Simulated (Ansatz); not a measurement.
Input file for Ansatz (an electronic-structure program):

Ansatz 0.2 input:
```yaml
crystal:
  lattice:
    - [3.2539304174, 0.0, 0.0]
    - [0.0, 3.2539304174, 0.0]
    - [0.0, 0.0, 3.2539304174]
  atoms:
    - { symbol: Rh, position: [0.0, 0.0, 0.0] }
    - { symbol: Zr, position: [0.5, 0.5, 0.5] }
kpoints:
  mp_grid: { grid: [13, 13, 13] }
basis: { xc_grid: 2, fft_grid_basis: typed }
hamiltonian:
  xc: pbesol
  pseudopotentials: { kind: paw }
scf:
  occupations: { method: gaussian, width: 0.1 }
checkpoint: { read: metal.run }
output: { write_density: true, elf: true, volumetric_format: npy }
```

Output (shortened):

```
Pseudopotentials: kind: paw
Pseudopotential: Rh, paw, valence charge 17
Pseudopotential: Zr, paw, valence charge 12
Functional definition: PBEsol
Crystal: 2 atoms, lattice volume = 34.453 Å³
Basis set: ecut = 420 eV, 691 PW (Γ), exchange–correlation on 48×48×48 points (8 copies of the dense FFT grid, shifted against one another)
Bands: 23, of which v1, the nominal top of the filled ones, is band 15 counted from 1 (14 counted from 0)
Symmetry: 48 space group operations
Space group: Pm-3m (ITA 221), of the structure as read, at distance tolerance 3.3e-5 Å
k-points: 84 of 2197
PAW frozen core: Rh, regenerated for the run's functional, and the local potential with it
PAW frozen core: Zr, regenerated for the run's functional, and the local potential with it
Initial density: read from a saved state, or passed on in memory by an earlier SCF of this step, an earlier step, the calling program or the single point that …
Stability of the state it starts from, as read at its close in the unpolarized treatment …
Initial wavefunctions: pseudopotential atomic-orbital guess
Eigensolver: davidson
Functional: x = pbesol(κ = 0.804, μ = 0.12345679012345678), c = pbesol(β = 0.046)
iter 1 solved again at ethr=7.61e-9 eV; its pass at ethr=3.10e-3 eV (dr2=2.21e-6 eV) is discarded
SCF iter   1: F=—  HF=-10468.888466 eV  |F-HF|=—  |Δ(HF+E_count)|=         —  Δρ=7.21e-7  dr2=1.21e-10  ethr=7.61e-9  ⟨swp⟩=3.4  Hψ=13415  notcnv=0
all-band conjugate gradients solve this SCF's bands
preconditioner: auto → none
SCF iter   2: F=-10468.888466 eV  HF=-10468.888466 eV  |F-HF|=1.64e-11  |Δ(HF+E_count)|=   4.07e-9  Δρ=2.90e-7  dr2=2.42e-11  ethr=1.00e-12  ⟨swp⟩=5.8  Hψ=6698  notcnv=0
SCF 1 converged in 2 iterations: F = -10468.888466 eV  dr2 = 2.42e-11
SCF converged after 2 iterations
Free energy (F): -10468.888466 eV
Harris-Foulkes:  -10468.888466 eV  (|F-HF|=1.64e-11)
Internal energy: -10468.881284 eV  (E = F + TS)
E sigma→0 (E₀):  -10468.884875 eV
Entropy (-TS):   -0.007182 eV (-3.591 meV/atom)
Fermi energy:    18.705426 eV
--- Per-component energies (eV) ---
  E_band       = -194.457686
  E_kinetic    = 909.090998
  E_local      = -2418.108321  (includes V_loc(G=0)·N_el)
  E_nonlocal   = 438.804652
  E_hartree    = 850.071499
  E_xc         = -382.305622
  E_vxc        = -469.916502  (∫ρ·V_xc dr)
  E_paw        = -6424.563329  (= ΣΔE_a)
  E_vpaw       = -354.472571  (= ΣTr[D̂ρ^β])
  E_aug_tail   = 0.000833  (compensation charges beyond the density's cutoff)
  E_ewald      = -3442.313916
  E_core_change = 0.441920  (= ΣΔE_core)
  E_smearing   = -0.007182  (= −TS)
  E_closure    = 0.000000  (closes the sum)
  Σ components = -10468.888466   (vs F -10468.888466, Δ=0.00e0)
  [band-id]    e_kinetic+e_local+e_nonlocal+2·e_hartree+e_vxc+e_vpaw+e_augmentation_tail = -194.457912   (vs E_band -194.457686, Δ=-2.26e-4)
--- Band table (eV; the first three rows and the last of 84) ---
  k-point 0: bands = ["-59.8654", "-30.3778", "-27.7846", "-27.7846", "-27.7846", "-8.2298", "-8.2298", "-8.2298", "11.6407", "13.5676", "13.5676", "16.3212", "16.3212", "16.3212", "19.8397", "19.8397", "23.0606", "23.0606", "23.0606", "26.7517", "26.7517", "26.7517", "33.2043"]
  k-point 1: bands = ["-59.8652", "-30.3767", "-27.7860", "-27.7843", "-27.7843", "-8.2600", "-8.2285", "-8.2285", "11.7630", "13.6216", "13.6580", "16.3104", "16.3104", "16.3485", "19.7236", "19.8847", "22.6696", "22.6696", "22.9972", "26.3877", "27.2643", "27.2643", "33.1230"]
  k-point 2: bands = ["-59.8648", "-30.3737", "-27.7898", "-27.7834", "-27.7834", "-8.3429", "-8.2249", "-8.2249", "12.1179", "13.7804", "13.9119", "16.2836", "16.2836", "16.4262", "19.3965", "19.9946", "21.8701", "21.8701", "22.8209", "25.5288", "28.4262", "28.4262", "32.9416"]
  k-point 83: bands = ["-59.8570", "-30.2587", "-27.8262", "-27.8260", "-27.8260", "-8.6142", "-8.6142", "-8.6129", "15.2640", "15.3742", "15.3742", "16.4202", "16.4202", "16.4918", "17.8621", "17.8621", "23.5019", "23.5019", "24.5687", "27.3515", "27.9624", "27.9624", "30.1860"]
  band table: 23 of 23 bands, residual norms ≤ 1.0e-3 eV
```

Cost: roughly 3 core-seconds on shared cores.

The workflow started from an entry of the Crystallography Open Database (COD), which files this formula under 2 space groups. Whether it is the stable phase at ambient conditions was not checked. Symmetry was held in the PBEsol relaxation; its stability against distortions is not shown here. No spin polarisation was allowed. Spin–orbit coupling is left out wherever it is not named.

Potentials: the later of the program's two PAW sets.

Ansatz is a plane-wave DFT program.
